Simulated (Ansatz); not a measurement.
Input:

GeW:
```xyz
6
Lattice="5.4234 0.0000 0.0000 -2.7117 4.6968 0.0000 0.0000 0.0000 4.3587" Properties=species:S:1:pos:R:3 pbc="T T T"
W      2.7117     0.0000     0.0000
W      1.3559     2.3484     0.0000
W     -1.3559     2.3484     0.0000
Ge     0.0000     0.0000     0.0000
Ge     0.0000     3.1312     2.1794
Ge     2.7117     1.5656     2.1794
```

This is the PBE-relaxed structure.

Q: All from plane-wave PAW PBE (Ansatz code), unless another level is named. Estimate the electronic character.

A: metallic (no gap).

Q: And the density of states at the Fermi level?

A: 0.62 states/eV per atom (mean over ±0.08 eV).

Q: Predict the formation energy from the elements (no fitted shifts).

A: 0.27 eV/atom.

Space group P6/mmm. The cell is a constructed one: a structure type filled with these elements; neither database checked (COD, Materials Project) lists it. Its standing as an ambient phase is unchecked. The cell was relaxed with PBE under the symmetry of its start; its stability against distortions is not shown here. The run is not spin-polarised. The references are the lowest solids computed at this level, not always the standard phases. Spin–orbit coupling is left out wherever it is not named.

Potentials: the later of the program's two PAW sets.
